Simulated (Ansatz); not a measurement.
VP4Si2, MA2Z4 (prismatic core, outer Z over the empty site)-type layer, relaxed and computed with two functionals in Ansatz (plane waves, PAW).

| functional | a (Å) | thickness (Å) |
|---|---|---|
| PBE | 3.488 | 9.25 |
| r²SCAN+D4 | [?] | [?] |

Question: What belongs in the gaps?

Answer: 
- r²SCAN+D4, a (Å): 3.471
- r²SCAN+D4, thickness (Å): 9.16

Spin orders computed, not proven ground states: VP4Si2, MA2Z4 (prismatic core, outer Z over the empty site)-type layer with PBE ferromagnetic; VP4Si2, MA2Z4 (prismatic core, outer Z over the empty site)-type layer with r²SCAN+D4 ferromagnetic. All cells were relaxed under the symmetry of their starts (and spin orders); stability against distortions was not tested throughout. Constructed layers (a layer type filled with these elements): VP4Si2, MA2Z4 (prismatic core, outer Z over the empty site)-type layer; VP4Si2, MA2Z4 (prismatic core, outer Z over the empty site)-type layer.

Potentials: the later of the program's two PAW sets.

Ansatz (a program for electronic structure) is a plane-wave DFT program.
